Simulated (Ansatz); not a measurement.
**Structures of GaW$_{2}$: which is lowest?**

Plane-wave DFT in Ansatz with scalar-relativistic PAW potentials, cutoff 420 eV, Γ-centred meshes chosen by cell and gap, Gaussian smearing with energies taken to zero width. Every cell was relaxed (cell and atoms) in a run of its own, within the symmetry of its start. Functional: PBE.

Relaxed structures (starts from databases or built by putting these elements on another compound's sites):
A. I4/mmm, 3 atoms in the computed cell, a = 3.296 Å, c = 8.694 Å; sites (symmetry × multiplicity) Ga 4/mmm × 2, W 4mm × 4; start: built
B. P6/mmm, 3 atoms in the computed cell, a = 4.585 Å, c = 2.696 Å; sites (symmetry × multiplicity) Ga 6/mmm × 1, W -6m2 × 2; start: built

Q: Rank them by energy. Could pressure change the order?

A:
| structure | group | E − E(lowest) (meV/atom) | V (Å³/atom) | gap on mesh (eV) |
| --- | --- | --- | --- | --- |
| A | I4/mmm | 0.0 | 15.74 | 0.00 |
| B | P6/mmm | 427 | 16.36 | 0.00 |

A is lowest, 427 meV/atom under B. The lowest is also the densest of these, so pressure wouldn't bring one of the others in at first order. Other structures may lie lower than all of these, and vibrations aren't counted.

Spin-orbit coupling is left out, which matters for the bands of heavy elements.